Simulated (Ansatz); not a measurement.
**Notes on K**

```xyz
1
Lattice="-2.6106 2.6106 2.6106 2.6106 -2.6106 2.6106 2.6106 2.6106 -2.6106" Properties=species:S:1:pos:R:3 pbc="T T T"
K     0.0000    0.0000    0.0000
```

Level: r2SCAN, no spin polarisation; 500 eV; 9×9×9 Γ-centred mesh; fermi-dirac occupations (width 0.1 eV); Ansatz 0.2.0, fixed geometry.

Q: Metal or insulator?

A: It is a metal, with about 0.73 states/eV a cell as the mean within 0.25 eV of the Fermi level, mostly K s (84 %).

Q: Describe some of the short contacts.

A: K–K at 4.52 Å: least valence density 0.02 e/Å³ and ELF 0.24 there, so no covalent bond. These are pseudo-fields; inside the PAW spheres they differ from the all-electron ones.

Q: Is the cell too large or too small?

A: The pressure is 0.3 GPa (compression positive), so with the atoms held at these fractions the cell is close to zero pressure.

Origin: a database entry at a rescaled volume.
